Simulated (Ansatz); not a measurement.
# C: rattling a relaxed structure

The cell was found from a structure generator's guess, not taken from experiment.

Method: Ansatz 0.2.0, DFT PBE, scalar-relativistic, plane waves, PAW. Plane waves to 420 eV, a k mesh through Γ of 12×12×1 on the computed 7-atom cell and Gaussian smearing (0.10 eV); no spin polarisation.

The cell below (7 atoms, layer group p-6m2 (No. 78)) is relaxed within its symmetry. Only a and b repeat, and vacuum parts the sheet from its images along c.

```
CELL_PARAMETERS angstrom
4.93538 0.00000 0.00000
-2.46769 4.27416 0.00000
0.00000 0.00000 23.90710
ATOMIC_POSITIONS crystal
C 0.16335 0.83168 0.31387
C 0.66832 0.33665 0.31387
C 0.66832 0.83168 0.31387
C 0.34182 0.15818 0.31387
C 0.34182 0.68364 0.31387
C 0.81636 0.15818 0.31387
C 0.83333 0.66667 0.31387
```

For the test it was strained at random (σ = 1.5 % a component), the atoms were moved at random (σ = 0.10 Å), and all was relaxed again on a coarse 6×6×1 mesh (in the run’s order of axes) with 0.20 eV smearing, with no symmetry imposed.

The cell is a metal run without spin, though a test with spin on the coarse mesh kept 1.1 μB a cell, so a magnetic state probably lies lower.

Question: What happens?

Answer: It returns, within 1 meV/atom of the unmoved cell on that mesh and with the same symmetry when read at 0.1 Å. No instability shows in this cell; modes of other wave vectors, which need another repeat, aren't tested.
